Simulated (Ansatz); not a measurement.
NbAg:
```
NbAg
1.0
    0.00000     2.69062     2.69062
    2.69062     0.00000     2.69062
    2.69062     2.69062     0.00000
Ag Nb
1 1
Cartesian
  0.00000   0.00000   0.00000
  2.69062   2.69062   2.69062
```

Relaxed with PBEsol. Special points in fractions of this cell's reciprocal vectors: Γ (0.000, 0.000, 0.000); X (0.500, 0.000, 0.500); U (0.625, 0.250, 0.625); K (0.375, 0.375, 0.750); L (0.500, 0.500, 0.500); W (0.500, 0.250, 0.750).

**Question.** List the band energies nearest the Fermi level at these points for PBEsol in the plane-wave PAW code Ansatz.

**Answer.** In eV from the Fermi level; about four levels below and three above (degenerate sets whole), none deeper than 8.9 eV; points with the same levels are listed once.

| k | below | above |
|---|---|---|
| Γ | -6.18 -6.18 -5.74 -5.74 -5.74 | 1.02 1.02 1.02 |
| X | -4.72 -4.72 -3.76 -0.58 | 0.40 1.73 1.73 |
| U | -4.82 -3.25 -0.74 -0.53 | 0.63 1.47 2.51 |
| L | -3.38 -1.65 -0.94 -0.94 | 1.26 1.26 2.80 |
| W | -2.96 -0.47 -0.47 -0.46 | 1.72 3.29 3.29 |

Space group Fm-3m (rock salt). The start of the workflow was typed in or built on a structure type; neither database checked (COD, Materials Project) lists it. Whether it is the stable phase at ambient conditions was not checked. Symmetry was held in the PBEsol relaxation. At this level the phase is mechanically unstable. The run is not spin-polarised. Its formation energy is positive at this level, so the cell may be metastable or incomplete. Scalar-relativistic: spin–orbit coupling is off unless named, which matters more the heavier the elements.

Potentials: the earlier of the program's two PAW sets. The files were generated under PBE; for other functionals the program regenerates the frozen cores, and for LDA and PBEsol the local potential too.
